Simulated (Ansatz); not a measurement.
ZnS (wurtzite)

```xyz
4
Lattice="3.7822 0.0000 0.0000 -1.8911 3.2754 0.0000 0.0000 0.0000 6.2077" Properties=species:S:1:pos:R:3 pbc="T T T"
Zn     1.8911     1.0918     6.2056
Zn     0.0000     2.1836     3.1018
S      1.8911     1.0918     3.8830
S      0.0000     2.1836     0.7792
```

The slice is a (1 -1 0 0) plane (indices of the conventional cell) through the point (0.667, 0.333, 1.000) (fractional), spanned by u = [110] and v = [001] in vectors of this cell: u (3.78 Å) and v (6.21 Å, at 90° to u). It covers one period; positions are fractions (u, v).

These are PBEsol (plane waves to 420 eV, PAW, scalar-relativistic; Ansatz, a first-principles code) values and carry that method's errors. k mesh 10×10×6. Inside the PAW spheres the values are not all-electron values, and peaks at nuclei hang on which shells count as valence. ZnS was relaxed with its symmetry unable to fall.

Three fields on this plane, each scaled to ten steps between its own extremes (0 low, 9 high; the total valence density on a logarithmic scale, the potential cut 8 eV below its top; x marks points blanked near nuclei; v = 0 in the bottom row):

Map A
```
|xxxx75444457xxx|
|xxxx54222245xxx|
|xxx6421001246xx|
|987642000024678|
|998753100135789|
|xxx8642002468xx|
|xxxx75322357xxx|
|xxxx86433468xxx|
|xxxx97544579xxx|
|xxxx97655679xxx|
|xxxx87666678xxx|
|xxx8766666678xx|
|887655555555678|
|555444444444455|
|222222333322222|
|000112333321100|
|000123344332100|
|111234455443211|
|333345666654333|
|665556777765556|
|xxx7677887767xx|
|xxxx77777777xxx|
|xxxx77777777xxx|
|xxxx76555567xxx|
```

Map B
```
|xxxx15888851xxx|
|xxxx37899873xxx|
|xxx2589999852xx|
|003578999987530|
|003689999998630|
|xxx2689999862xx|
|xxxx47999974xxx|
|xxxx16888861xxx|
|xxxx05666650xxx|
|xxxx05555550xxx|
|xxxx35433453xxx|
|xxx2554334552xx|
|124665433456642|
|778887555578887|
|999988766788999|
|999998888889999|
|999999888899999|
|888998877889988|
|667887666678876|
|024576544567542|
|xxx2554334552xx|
|xxxx35544553xxx|
|xxxx05666650xxx|
|xxxx05777750xxx|
```

Map C
```
|xxxx12344321xxx|
|xxxx11111111xxx|
|xxx1110000111xx|
|333321000012333|
|998742000024789|
|xxx9741001479xx|
|xxxx85200258xxx|
|xxxx97311379xxx|
|xxxx97311379xxx|
|xxxx96211269xxx|
|xxxx94211249xxx|
|xxx9731111379xx|
|888742111124788|
|655321111112355|
|111001111110011|
|000001122110000|
|000002344320000|
|000124566542100|
|111235777753211|
|111247888874211|
|xxx2478888742xx|
|xxxx36888863xxx|
|xxxx24788742xxx|
|xxxx23566532xxx|
```

### Question
Assign the maps to these fields: electron localisation function (ELF); valence electron density; electrostatic potential energy of an electron, from the cell's mean.

### Answer
A is the valence electron density; B is the electrostatic potential energy of an electron, from the cell's mean; C is the electron localisation function (ELF).
